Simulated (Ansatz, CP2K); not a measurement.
Given: the input of a run of CP2K 2026.2 on NaMg3O4. The cell comes from a database or a generator and needn't be the stable form of this composition.

File namg3o4_scf.inp:

```
&GLOBAL
  PROJECT namg3o4_scf
  RUN_TYPE ENERGY_FORCE
  PRINT_LEVEL LOW
&END GLOBAL
&FORCE_EVAL
  METHOD QS
  STRESS_TENSOR ANALYTICAL
  &DFT
    BASIS_SET_FILE_NAME BASIS_MOLOPT_UZH
    POTENTIAL_FILE_NAME POTENTIAL_UZH
    &MGRID
      CUTOFF 1400
      REL_CUTOFF 60
      NGRIDS 4
    &END MGRID
    &QS
      METHOD GPW
      EPS_DEFAULT 1.0E-10
    &END QS
    &KPOINTS
      SCHEME MONKHORST-PACK 6 6 6
      GAMMA_CENTERED T
      SYMMETRY T
      SYMMETRY_BACKEND SPGLIB
    &END KPOINTS
    &SCF
      SCF_GUESS ATOMIC
      EPS_SCF 1.0E-6
      MAX_SCF 100
      ADDED_MOS 22
      CHOLESKY OFF
      EPS_EIGVAL 1.0E-7
      &DIAGONALIZATION ON
        ALGORITHM STANDARD
      &END DIAGONALIZATION
      &MIXING ON
        METHOD BROYDEN_MIXING
        ALPHA 0.4
        BETA 1.5
        NBUFFER 8
      &END MIXING
      &SMEAR ON
        METHOD GAUSSIAN
        SIGMA [eV] 0.05
      &END SMEAR
    &END SCF
    &XC
      &XC_FUNCTIONAL PBE
      &END XC_FUNCTIONAL
    &END XC
    &PRINT
      &KPOINTS ON
      &END KPOINTS
      &MULLIKEN ON
      &END MULLIKEN
      &MO ON
        ENERGIES T
        OCCUPATION_NUMBERS T
        &EACH
          QS_SCF 0
        &END EACH
        ADD_LAST NUMERIC
      &END MO
      &LOWDIN ON
      &END LOWDIN
      &HIRSHFELD ON
        SHAPE_FUNCTION DENSITY
      &END HIRSHFELD
    &END PRINT
  &END DFT
  &SUBSYS
    &CELL
      A 4.3537536500 0.0000000000 0.0000000000
      B 0.0000000000 4.3537536500 0.0000000000
      C 0.0000000000 0.0000000000 4.3537536500
      PERIODIC XYZ
    &END CELL
    &COORD
      SCALED
      Mg  0.5000000000 0.5000000000 0.0000000000
      Mg  0.0000000000 0.5000000000 0.5000000000
      Mg  0.5000000000 0.0000000000 0.5000000000
      Na  0.0000000000 0.0000000000 0.0000000000
      O   0.0000000000 0.5000000000 0.0000000000
      O   0.5000000000 0.0000000000 0.0000000000
      O   0.0000000000 0.0000000000 0.5000000000
      O   0.5000000000 0.5000000000 0.5000000000
    &END COORD
    &KIND Mg
      BASIS_SET TZVP-MOLOPT-PBE-GTH-q10
      POTENTIAL GTH-PBE-q10
    &END KIND
    &KIND Na
      BASIS_SET TZVP-MOLOPT-PBE-GTH-q9
      POTENTIAL GTH-PBE-q9
    &END KIND
    &KIND O
      BASIS_SET TZVP-MOLOPT-PBE-GTH-q6
      POTENTIAL GTH-PBE-q6
    &END KIND
    &PRINT
      &ATOMIC_COORDINATES ON
      &END ATOMIC_COORDINATES
      &CELL ON
      &END CELL
    &END PRINT
  &END SUBSYS
  &PRINT
    &FORCES ON
    &END FORCES
    &STRESS_TENSOR ON
    &END STRESS_TENSOR
  &END PRINT
&END FORCE_EVAL
```

Potentials or basis: POTENTIAL_UZH Mg GTH-PBE-q10, Na GTH-PBE-q9, O GTH-PBE-q6; TZVP-MOLOPT-PBE-GTH basis.

Launch:

```sh
$ OMP_NUM_THREADS=1 cp2k.psmp -i namg3o4_scf.inp -o namg3o4_scf.out
```

Q: Set up the same calculation for Ansatz 0.2.0. Potentials or basis there: Ansatz PAW, cutoff 420 eV.

A: As run (cutoffs and basis follow the program's own potentials, and thresholds, step limits or extra output files can differ):

The input input.yaml:

```yaml
crystal:
  lattice:
    - [4.35375365, 0.0, 0.0]
    - [0.0, 4.35375365, 0.0]
    - [0.0, 0.0, 4.35375365]
  atoms:
    - { symbol: Mg, position: [0.5, 0.5, 0.0] }
    - { symbol: Mg, position: [0.0, 0.5, 0.5] }
    - { symbol: Mg, position: [0.5, 0.0, 0.5] }
    - { symbol: Na, position: [0.0, 0.0, 0.0] }
    - { symbol: O, position: [0.0, 0.5, 0.0] }
    - { symbol: O, position: [0.5, 0.0, 0.0] }
    - { symbol: O, position: [0.0, 0.0, 0.5] }
    - { symbol: O, position: [0.5, 0.5, 0.5] }
hamiltonian:
  xc: pbe
  pseudopotentials: { kind: paw }
kpoints:
  mp_grid: { grid: [6, 6, 6] }
scf:
  occupations: { method: gaussian, width: 0.05 }
output:
  forces: true
  stress: true
  eigenvalues: true
  write_density: true
  write_potential: true
  elf: true
  volumetric_format: npy
```

Potentials or basis: Ansatz PAW.

Command:

```sh
$ ansatz run input.yaml --threads 4 --pin off --max-ram 11264MiB --backend cpu --events-out ev --progress --plain --runs-dir out
```

Both were run:

|  | CP2K | Ansatz |
| --- | --- | --- |
| Pressure | 1.2 GPa | -0.9 GPa |

Ansatz's pressure holds a Pulay term of +0.58 GPa for its cutoff of 420 eV, which the other run lacks.

Where Ansatz's input types no cutoff or centring, it takes its own default and a Γ-centred mesh.

Pressure is positive in compression.
